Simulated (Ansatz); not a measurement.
ZrB2:
```yaml
crystal:
  lattice:
    - [3.17101, 0.00000, 0.00000]
    - [-1.58550, 2.74617, 0.00000]
    - [0.00000, 0.00000, 3.54260]
  atoms:
    - { symbol: Zr, position: [0.00000, 0.00000, 0.00000] }
    - { symbol: B, position: [0.33333, 0.66667, 0.50000] }
    - { symbol: B, position: [0.66667, 0.33333, 0.50000] }
```

Relaxed with PBE. Special points in fractions of this cell's reciprocal vectors: Γ (0.000, 0.000, 0.000); M (0.500, 0.000, 0.000); K (0.333, 0.333, 0.000); A (0.000, 0.000, 0.500); L (0.500, 0.000, 0.500); H (0.333, 0.333, 0.500).

**Question.** List the band energies nearest the Fermi level at these points for plane-wave PAW PBE with spin–orbit coupling (Ansatz code).

**Answer.** In eV from the Fermi level; about four levels below and three above (degenerate sets whole), none deeper than 8.9 eV; points with the same levels are listed once.

```
k                    below                above
-  -----------------------  -------------------
Γ  -2.52 -2.52 -2.30 -2.30  3.41 3.41 3.48 3.48
M  -2.98 -2.98 -2.61 -2.61  2.28 2.28 2.36 2.36
K  -2.40 -2.40 -2.38 -2.38  1.59 1.59 1.64 1.64
A  -0.89 -0.89 -0.89 -0.89  0.39 0.39 0.43 0.43
L  -4.05 -4.05 -1.95 -1.95  3.76 3.76 4.13 4.13
H  -2.66 -2.66 -2.55 -2.55  4.11 4.11 6.01 6.01
```

Space group P6/mmm. The cell was relaxed with PBE under the symmetry of its start. No spin polarisation was allowed.

Potentials: the earlier of the program's two PAW sets.
